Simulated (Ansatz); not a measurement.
Two inputs for FeN₃ClO₃

This input was run with Ansatz:

```yaml
crystal:
  lattice:
    - [7.1701005423, 0.0, 0.0]
    - [-3.5850502711, 6.2094892173, 0.0]
    - [0.0, 0.0, 6.0403]
  atoms:
    - { symbol: Fe, position: [0.6666666667, 0.3333333333, 0.28987], spin: 3.0 }
    - { symbol: Fe, position: [0.3333333333, 0.6666666667, 0.78987], spin: 3.0 }
    - { symbol: "N", position: [0.79345, 0.5869, 0.1828] }
    - { symbol: "N", position: [0.20655, 0.79345, 0.6828] }
    - { symbol: "N", position: [0.4131, 0.20655, 0.1828] }
    - { symbol: "N", position: [0.20655, 0.4131, 0.6828] }
    - { symbol: "N", position: [0.79345, 0.20655, 0.1828] }
    - { symbol: "N", position: [0.5869, 0.79345, 0.6828] }
    - { symbol: Cl, position: [0.6666666667, 0.3333333333, 0.6626] }
    - { symbol: Cl, position: [0.3333333333, 0.6666666667, 0.1626] }
    - { symbol: O, position: [0.8637, 0.7274, 0.0581] }
    - { symbol: O, position: [0.1363, 0.8637, 0.5581] }
    - { symbol: O, position: [0.2726, 0.1363, 0.0581] }
    - { symbol: O, position: [0.1363, 0.2726, 0.5581] }
    - { symbol: O, position: [0.8637, 0.1363, 0.0581] }
    - { symbol: O, position: [0.7274, 0.8637, 0.5581] }
magnetization:
  spin_polarized: true
kpoints:
  mp_grid: { grid: [6, 6, 6] }
scf:
  occupations: { method: fermi_dirac, width: 0.05 }
hamiltonian:
  xc: lda
  pseudopotentials: { kind: paw }
output:
  forces: true
  stress: true
  populations: true
  efg:
    quadrupole_moments_barn: { Fe: 0.16, "N": 0.02044, Cl: -0.08112, O: -0.02558 }
    contact_densities: true
basis:
  ecutrho_ratio: 9
```

The quadrupole moment typed for Fe is that of the 14.4 keV Mössbauer state of ⁵⁷Fe; the ground state has I = 1/2 and no quadrupole moment.

```sh
ansatz run input.yaml --threads 1 --pin off --max-ram 3072MiB --backend cpu --events-out ev --progress --plain --runs-dir out
```

It converged. Of its output the block on the nuclei alone is shown, without the SCF iterations, energies, forces and stress (one atom of each set):

```
--- PAW observables at the nuclei: V_zz in 10²¹ V/m², potentials from the cell's mean, atoms counted from 1 ---
  atom   1  Fe V_zz =    -2.516227   η = 0.0000   by run symmetry: allowed   C_q = -9.7347 MHz
            electrostatic potential = -3196.043271 V   contact ρ = 100002.765663 e/Å³   contact ρ_s (e/Å³): all electrons +0.000001, valence +0.000015
  atom   3  N  V_zz =    +3.892022   η = 0.6049   by run symmetry: allowed   C_q = +1.9236 MHz
            electrostatic potential = -504.469815 V   contact ρ = 1395.203055 e/Å³   contact ρ_s (e/Å³): all electrons +0.000000, valence -0.000001
  atom   9  Cl V_zz =   +17.145185   η = 0.0000   by run symmetry: allowed   C_q = -33.6298 MHz
            electrostatic potential = -1772.506170 V   contact ρ = 23905.358218 e/Å³   contact ρ_s (e/Å³): all electrons +0.000000, valence +0.000001
  atom  11  O  V_zz =    -6.813437   η = 0.8293   by run symmetry: allowed   C_q = +4.2143 MHz
            electrostatic potential = -613.333231 V   contact ρ = 2129.249316 e/Å³   contact ρ_s (e/Å³): all electrons -0.000000, valence -0.000002
```

Question: Can these gradients be trusted, and how do they compare with a run on standard settings?

Answer: As results of these settings, within the limits told below. Against the standard input the change is `basis.ecutrho_ratio`: not typed → 9; `hamiltonian.xc`: pbe → lda. A site carries the number of its first atom; V_zz in 10²¹ V/m².

```json
{"site": "Fe", "atom": "1", "V_zz standard": "-2.37", "η standard": "0.00", "V_zz here": "-2.52", "η here": "0.00"}
{"site": "N", "atom": "3", "V_zz standard": "3.84", "η standard": "0.59", "V_zz here": "3.89", "η here": "0.60"}
{"site": "Cl", "atom": "9", "V_zz standard": "17.05", "η standard": "0.00", "V_zz here": "17.15", "η here": "0.00"}
{"site": "O", "atom": "11", "V_zz standard": "-7.07", "η standard": "0.86", "V_zz here": "-6.81", "η here": "0.83"}
```

The largest change of V_zz is on O, from -7.07 to -6.81. In per cent, |V_zz| changes by +6 on Fe, +1 on N, +1 on Cl, -4 on O (all sites that start above 0.5). Its pressure is -6 GPa, against 0 GPa in the reference run. SCF iterations: 17 and 16.

On the reference run: The largest force is 1.0 eV/Å, so the atoms aren't at the calculated equilibrium and relaxing them would move these values. With these PAW files V_zz is typically within 2 to 3 % of all-electron values, but misses above 10 % occur on Fe. The start moments die out, and the run ends without spin.
